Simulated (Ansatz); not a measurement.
Input:

P$_{2}$Ru:
```
CELL_PARAMETERS angstrom
      5.07660     0.00000     0.00000
      0.00000     5.83899     0.00000
      0.00000     0.00000     2.85020
ATOMIC_POSITIONS crystal
  P  0.33727 0.87187 0.50000
  P  0.66273 0.12813 0.50000
  P  0.83727 0.62813 0.00000
  P  0.16273 0.37187 0.00000
  Ru 0.50000 0.50000 0.50000
  Ru 0.00000 0.00000 0.00000
```

This is the LDA-relaxed structure. x, y and z are the axes in which the lattice vectors are written.

**Question.** All from LDA in the plane-wave PAW code Ansatz, unless another level is named. Predict the Hill bulk and shear moduli.

**Answer.** 216 and 152 GPa.

**Question.** And the elastic constants (relaxed ions, GPa)?

**Answer.** C11 = 422, C22 = 534, C33 = 353, C12 = 142, C13 = 138, C23 = 51.5, C44 = 96.8, C55 = 196, C66 = 178.

Space group Pnnm. The first step of the workflow began from a Materials Project structure, measured or hypothetical; the Crystallography Open Database files this formula in space group No. 58, but the cells were not matched. Whether it is the stable phase at ambient conditions was not checked. The LDA relaxation kept the symmetry of its start; whether a distortion lowers the energy is not shown. The run is not spin-polarised.

Potentials: the later of the program's two PAW sets.
